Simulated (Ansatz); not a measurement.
**Property card for YSn3**

The calculation used DFT r2SCAN, scalar-relativistic, plane waves, PAW (Ansatz 0.2.0).

Settings: cutoff 500 eV, Γ-centred mesh 14×14×14 on the computed 4-atom cell, Gaussian smearing of 0.10 eV; no spin polarisation.

The structure is relaxed at this level of theory with its symmetry kept. Whether it is the stable form of this composition wasn't checked.

```
Y Sn
1.0
    -2.22101    2.22101    5.29950
     2.22101   -2.22101    5.29950
     2.22101    2.22101   -5.29950
Y Sn
1 3
Direct
  0.00000 0.00000 0.00000
  0.50000 0.50000 0.00000
  0.25000 0.75000 0.50000
  0.75000 0.25000 0.50000
```

| Quantity | Value |
| --- | --- |
| Space group | I4/mmm (No. 139) |
| Volume per atom | 176.4 bohr³ |
| Generalised Kohn–Sham band gap | none (metal) |
| Density of states at the Fermi level | 2.37 states/eV per cell |
| Löwdin character within 0.5 eV of the Fermi level | Sn 5p 56 %, Y 4d 26 %, Sn 5s 13 % |
| Bader charges (e) | Y (1 in the cell) 1.53, Sn (1 in the cell) -0.74, Sn (2 in the cell) -0.40 |